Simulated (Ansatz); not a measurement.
Input file for Ansatz (a quantum-chemistry and plane-wave program):

Ansatz 0.2 input:
```yaml
crystal:
  lattice:
    - [3.3348014549, 0.0, 0.0]
    - [0.0, 5.5310988095, 0.0]
    - [0.0, 0.0, 6.0772284284]
  atoms:
    - { symbol: Fe, position: [0.0, 0.7540393343, 0.7955353099], spin: 2.05 }
    - { symbol: Fe, position: [0.5, 0.7459606652, 0.2044646903], spin: -2.05 }
    - { symbol: Fe, position: [0.5, 0.2459606657, 0.2955353099], spin: 2.05 }
    - { symbol: Fe, position: [0.0, 0.2540393348, 0.7044646903], spin: -2.05 }
    - { symbol: As, position: [0.0, 0.9565451522, 0.425586079], spin: -0.02 }
    - { symbol: As, position: [0.5, 0.5434548491, 0.5744139208], spin: 0.02 }
    - { symbol: As, position: [0.5, 0.0434548478, 0.925586079], spin: -0.02 }
    - { symbol: As, position: [0.0, 0.4565451509, 0.0744139208], spin: 0.02 }
kpoints:
  mp_grid: { grid: [12, 8, 7] }
hamiltonian:
  xc: r2scan
  pseudopotentials: { kind: paw }
magnetization: { spin_polarized: true }
scf:
  occupations: { method: gaussian, width: 0.05 }
checkpoint: { read: metal.run }
output: { write_density: true, elf: true, volumetric_format: npy }
basis: { fft_grid_basis: typed }
```

Output (shortened):

```
Pseudopotential: Fe, paw, valence charge 16
Pseudopotential: As, paw, valence charge 15
Functional definition: r2SCAN
Crystal: 8 atoms, lattice volume = 112.095 Å³
Basis set: ecut = 500 eV, 2835 PW (Γ), exchange–correlation on 100×180×180 points (64 copies of the dense FFT grid, shifted against one another)
Bands: 80, of which v1, the nominal top of the filled ones, is band 62 counted from 1 (61 counted from 0)
Symmetry: 4 space group operations
Space group: Pmn21 (ITA 31), of the structure as read, at distance tolerance 4.8e-5 Å
k-points: 140 of 672 (time reversal used)
Stability of the state it starts from, as read at its close in the collinear treatment (another_mixer)
Starting moments: Σ|m| = 8.28 μB on 8 of 8 sites; this step starts from the density that it was given
iter 1 solved again at ethr=6.84e-8 eV; its pass at ethr=3.10e-3 eV (dr2=8.48e-5 eV) is discarded
SCF iter   1: F=—  HF=-37402.736136 eV  |F-HF|=—  |Δ(HF+E_count)|=         —  Δρ=3.76e-7 (↑3.64e-7 ↓3.76e-7)  dr2=3.59e-10  dr2_τ=5.64e-12  dr2_m=2.19e-11  M=0.000 μB ∫|m|=9.139 μB  β_m=0.30  ethr=6.84e-8  ⟨swp⟩=3.4  Hψ=139985  notcnv=0
preconditioner: auto → Resta (q_TF=auto, 2.775 Å⁻¹)
spin=Collinear: Resta preconditioning applied to the charge; magnetization (m = ρ↑ − ρ↓) channel mixes plain (no charge-response kernel on spin).
SCF iter   2: F=-37402.736136 eV  HF=-37402.736136 eV  |F-HF|=1.24e-10  |Δ(HF+E_count)|=   9.17e-8  Δρ=1.93e-7 (↑1.84e-7 ↓1.93e-7)  dr2=1.10e-10  dr2_τ=5.72e-12  dr2_m=1.45e-12  M=0.000 μB ∫|m|=9.139 μB  ethr=1.00e-12  ⟨swp⟩=6.6  Hψ=90935  notcnv=0
SCF 1 converged in 2 iterations: F = -37402.736136 eV  dr2 = 1.10e-10
Stability not checked (another_mixer)
SCF converged after 2 iterations
Magnetization: 0.0000 μB (62.0000 up, 62.0000 down)
Absolute magnetization: 9.1589 μB (∫|ρ↑−ρ↓|, with the PAW one-centre terms)
Spin contamination: 3.7817 ħ² per cell (⟨S²⟩ above its minimum at these occupations)
Per-site moments (μB) at R_I (Å): [(2.0243003096786625, 0.9744039545097853), (-2.024300227981636, 0.9744039539577737), (2.0243003096786603, 0.9744039545097851), (-2.02430022798164, 0.9744039539577737), (-0.009274792084435457, 0.9744039539577737), …
Free energy (F): -37402.736136 eV
Harris-Foulkes:  -37402.736136 eV  (|F-HF|=1.24e-10)
Internal energy: -37402.735335 eV  (E = F + TS)
E sigma→0 (E₀):  -37402.735736 eV
Entropy (-TS):   -0.000801 eV (-0.100 meV/atom)
Fermi energy:    16.240549 eV
--- Per-component energies (eV) ---
  E_band       = -1728.379367
  E_kinetic    = 1827.731002
  E_local      = -14622.958444  (includes V_loc(G=0)·N_el)
  E_nonlocal   = -1782.396949
  E_hartree    = 7107.673012
  E_xc         = -753.229349
  E_vxc        = -1014.922386  (∫ρ·V_xc dr)
  E_paw        = -12913.523886  (= ΣΔE_a)
  E_vpaw       = -417.233475  (= ΣTr[D̂ρ^β])
  E_aug_tail   = 0.001031  (compensation charges beyond the density's cutoff)
  E_vtau       = 66.052882  (kinetic-family band-sum trace: ∫τ·v_τ [+ j·A + Jᵃ·Aᵃ] dr)
  E_ewald      = -16259.044221
  E_core_change = -6.987531  (= ΣΔE_core)
  E_smearing   = -0.000801  (= −TS)
  E_closure    =  0.000000  (closes the sum)
  Σ components = -37402.736136   (vs F -37402.736136, Δ=0.00e0)
  [band-id]    e_kinetic+e_local+e_nonlocal+2·e_hartree+e_vxc+e_vpaw+e_augmentation_tail+e_vtau = -1728.380316   (vs E_band -1728.379367, Δ=-9.49e-4)
--- Band table (eV; the first three rows and the last of 280) ---
  k-point 0 ↑: bands = ["-75.4906", "-75.4905", "-72.4046", "-72.4045", "-40.3047", "-40.3046", "-40.2397", "-40.2396", "-40.1351", "-40.1349", "-37.2106", "-37.2104", "-37.1786", "-37.1785", "-37.1766", "-37.1765", "-20.4883", "-20.4871", "-20.4840", …
  k-point 1 ↑: bands = ["-75.4906", "-75.4905", "-72.4046", "-72.4045", "-40.3047", "-40.3046", "-40.2397", "-40.2396", "-40.1351", "-40.1349", "-37.2106", "-37.2105", "-37.1786", "-37.1785", "-37.1766", "-37.1765", "-20.4882", "-20.4871", "-20.4840", …
  k-point 2 ↑: bands = ["-75.4906", "-75.4906", "-72.4046", "-72.4045", "-40.3047", "-40.3046", "-40.2397", "-40.2396", "-40.1350", "-40.1349", "-37.2105", "-37.2105", "-37.1786", "-37.1785", "-37.1766", "-37.1765", "-20.4880", "-20.4873", "-20.4837", …
  k-point 139 ↓: bands = ["-75.4901", "-75.4901", "-72.4040", "-72.4040", "-40.3034", "-40.3034", "-40.2500", "-40.2500", "-40.1341", "-40.1341", "-37.2094", "-37.2094", "-37.1892", "-37.1892", "-37.1778", "-37.1778", "-20.4864", "-20.4864", "-20.4808", …
```

Cost: roughly 4 core-minutes on shared cores.

Space group Pnma. The workflow started from an entry of the Crystallography Open Database (COD). Its standing as an ambient phase is unchecked. Symmetry was held in the r²SCAN relaxation, as lowered by the spin order; whether a distortion lowers the energy is not shown. Spin order of the final state: antiferromagnetic, chosen from 4 collinear starts compared on coarse meshes (ties went to the first, and starts can fall back to one state), not a proven ground state. Other orbital occupations within this spin state were not tried. For itinerant 3d metals, meta-GGAs of the SCAN family and hybrids are commonly reported to give too large moments. Point labels and valley counts follow the cell and symmetry of the run, lower than the named group. Scalar-relativistic: spin–orbit coupling is off unless named, which matters more the heavier the elements.

Potentials: the later of the program's two PAW sets.

Ansatz is a plane-wave DFT program.
